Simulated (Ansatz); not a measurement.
## Energy over volume and axial ratio for KCl (rock salt)

KCl (rock salt)

```
KCl
1.0
    0.00000     3.14616     3.14616
    3.14616     0.00000     3.14616
    3.14616     3.14616     0.00000
Cl K
1 1
Direct
  0.00000   0.00000   0.00000
  0.50000   0.50000   0.50000
```

Grid over V/V₀ and (c/a)/(c/a)₀, subscript 0 meaning the relaxed cell; the conventional c axis lies along z; no internal relaxation.

All values below come from r2SCAN (plane waves to 500 eV, PAW, scalar-relativistic; Ansatz, a quantum-chemistry and plane-wave program). k mesh 9×9×9 (Γ-centred), Fermi-Dirac smearing 0.05 eV. E stands for the smeared free energy. Compression counts positive. KCl was relaxed with its symmetry unable to fall. ΔE is measured from the relaxed starting cell.

ΔE (meV/atom), with V/V₀ across and (c/a)/(c/a)₀ down:

| (c/a)/(c/a)₀ \ V/V₀ | 0.920 | 0.947 | 0.973 | 1.000 | 1.027 | 1.053 | 1.080 |
|---|---|---|---|---|---|---|---|
| 0.880 | 85.1 | 70.0 | 59.1 | 51.9 | 47.8 | 46.4 | 47.3 |
| 0.920 | 42.5 | 31.4 | 24.3 | 20.5 | 19.5 | 21.0 | 24.6 |
| 0.960 | 20.6 | 11.7 | 6.6 | 4.6 | 5.3 | 8.3 | 13.3 |
| 1.000 | 14.2 | 6.0 | 1.4 | 0.0 | 1.2 | 4.7 | 10.1 |
| 1.040 | 19.6 | 10.8 | 5.7 | 3.8 | 4.6 | 7.7 | 12.8 |
| 1.080 | 34.1 | 23.8 | 17.3 | 14.1 | 13.7 | 15.7 | 19.7 |
| 1.120 | 56.1 | 43.4 | 34.7 | 29.5 | 27.3 | 27.6 | 30.2 |

σzz (GPa), with V/V₀ across and (c/a)/(c/a)₀ down:

| (c/a)/(c/a)₀ \ V/V₀ | 0.920 | 0.947 | 0.973 | 1.000 | 1.027 | 1.053 | 1.080 |
|---|---|---|---|---|---|---|---|
| 0.880 | 10.2 | 8.5 | 7.0 | 5.7 | 4.6 | 3.6 | 2.8 |
| 0.920 | 6.6 | 5.3 | 4.1 | 3.1 | 2.3 | 1.6 | 0.9 |
| 0.960 | 3.9 | 2.9 | 2.0 | 1.3 | 0.7 | 0.1 | -0.4 |
| 1.000 | 2.0 | 1.2 | 0.6 | 0.0 | -0.5 | -0.9 | -1.2 |
| 1.040 | 0.6 | 0.0 | -0.5 | -0.9 | -1.2 | -1.5 | -1.8 |
| 1.080 | -0.4 | -0.8 | -1.2 | -1.5 | -1.7 | -1.9 | -2.1 |
| 1.120 | -1.1 | -1.4 | -1.6 | -1.8 | -2.0 | -2.2 | -2.3 |

Read from the data:

| Property | Result |
|---|---|
| Shear modulus C′ = (C11 − C12)/2 (fit, atoms clamped) | 20 GPa |
| Lowest place on the grid | V/V₀ = 1.000, (c/a)/(c/a)₀ = 1.000 (0.0 meV/atom) |
| Highest place on the grid | V/V₀ = 0.920, (c/a)/(c/a)₀ = 0.880 (85.1 meV/atom) |

(Under strain, the slope of the energy per volume gives the stress and its curvature an elastic modulus.)
